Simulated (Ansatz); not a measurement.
TlBr (CsCl type, space group No. 221), PBE+D3(BJ) in the plane-wave PAW code Ansatz: ε∞ = 6.04, cell volume 63.03 Å³. Infrared-active transverse modes:

| ω_TO (cm⁻¹) | oscillator strength S_xx (e²/amu) |
|---|---|
| 37.7 | 0.07743 |

Compute the static dielectric constant.

Each mode adds (4.921e7/V) S/ω²: 42.57. So ε0 = 48.6.

What LO frequency does the Lyddane–Sachs–Teller relation give?

ω_LO = ω_TO √(ε0/ε∞) = 107 cm⁻¹.

Space group Pm-3m (CsCl type). Symmetry was held in the PBE+D3(BJ) relaxation; phonons on a q-mesh show no instability. Scalar-relativistic: spin–orbit coupling is off unless named, which matters more the heavier the elements.

Potentials: the later of the program's two PAW sets.
